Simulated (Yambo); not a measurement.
Yambo run on Rb3RhF6 (space group Fm-3m, No. 225). The wavefunctions are norm-conserving PBEsol (Quantum ESPRESSO, 88 Ry, scalar-relativistic) ones on a 2×2×2 mesh (43 occupied bands); a = b = c = 6.4438 Å, α = β = γ = 60.00°.

Yambo input:

```
rim_cut
HF_and_locXC
RandQpts= 1000000
RandGvec= 1 Ry
EXXRLvcs= 88 Ry
VXCRLvcs= 352 Ry
% QPkrange
 1 | 1 | 43 | 44 |
 2 | 2 | 43 | 44 |
 3 | 3 | 43 | 44 |
%
```

k points by index: 1 = Γ, 2 = L, 3 = X.

The o-*.hf file then holds:

```
#    K-point    Band    Eo [eV]    Ehf [eV]    Vxc [eV]    Vnlxc [eV]
#
    1    43    -0.117919    -6.420822    -22.59597    -28.89887
    1    44    2.187082    8.244510    -23.31293    -17.25550
    2    43    -0.045435    -6.403469    -22.91219    -29.27023
    2    44    2.408150    8.435448    -23.95474    -17.92744
    3    43    0.000000    -6.385654    -23.11542    -29.50108
    3    44    2.107707    8.128940    -22.72506    -16.70382
```
Exchange alone, without screening.

Spin-orbit coupling is not included.

Geometry of the Materials Project entry, not relaxed at this level.

The structure is a Materials Project entry; no match was found in the copy of COD used, and its stability was not checked.
